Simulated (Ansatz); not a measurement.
Relaxed MgS (rock salt):

```xyz
2
Lattice="0.0000 2.6016 2.6016 2.6016 0.0000 2.6016 2.6016 2.6016 0.0000" Properties=species:S:1:pos:R:3 pbc="T T T"
S      0.0000     0.0000     0.0000
Mg     2.6016     2.6016     2.6016
```

Two-dimensional scan of atom 2 (Mg, nearest neighbour S at 2.602 Å; its periodic images, 3.7 Å or more away, move with it): u runs along (1.000, 0.000, 0.000), v along (0.000, 0.000, 1.000) (Cartesian). Cell and other atoms are fixed.

Calculation: r2SCAN (plane waves to 500 eV, PAW, scalar-relativistic; Ansatz, a program for electronic structure). k mesh 9×9×9 (Γ-centred), Fermi-Dirac smearing 0.05 eV. E stands for the smeared free energy. MgS was relaxed with its symmetry unable to fall.

Changes of ΔE (meV/cell) from the point u = 0.000 Å, v = 0.000 Å when one coordinate moves alone (two changes are said to add if the coupling is within 5 % of the smaller one, nearly so within 20 %):

```
point                      change
-------------------------  ------
u = 0.000 Å, v = -0.390 Å   321.3
u = 0.000 Å, v = -0.260 Å   116.5
u = 0.000 Å, v = -0.130 Å    25.3
u = -0.390 Å, v = 0.000 Å   321.3
u = -0.260 Å, v = 0.000 Å   116.5
u = -0.130 Å, v = 0.000 Å    25.3
u = 0.130 Å, v = 0.000 Å     25.3
u = 0.260 Å, v = 0.000 Å    116.5
u = 0.390 Å, v = 0.000 Å    321.3
u = 0.000 Å, v = 0.130 Å     25.3
u = 0.000 Å, v = 0.260 Å    116.5
u = 0.000 Å, v = 0.390 Å    321.3
```

Task: What is the change at u = 0.260 Å, v = -0.390 Å, where both move, and how far is it from the sum?

Result: The sum of the single changes is 116.5 + (321.3) = 437.8; the calculation gives 387.3, so the coupling contributes -50.5 (over 20 % of the smaller single change, not additive).

Task: Do the two effects add at u = 0.390 Å, v = 0.390 Å? Give the computed change.

Result: The sum of the single changes is 321.3 + (321.3) = 642.6; the calculation gives 522.9, so the coupling contributes -119.7 (over 20 % of the smaller single change, not additive).

Task: What is the change at u = 0.130 Å, v = -0.130 Å, where both move, and how far is it from the sum?

Result: The sum of the single changes is 25.3 + (25.3) = 50.6; the calculation gives 49.4, so they add (within 5 % of the smaller single change).

(For displaced atoms, the force is minus the slope of the energy, and its curvature is a force constant, which sets phonon frequencies.)
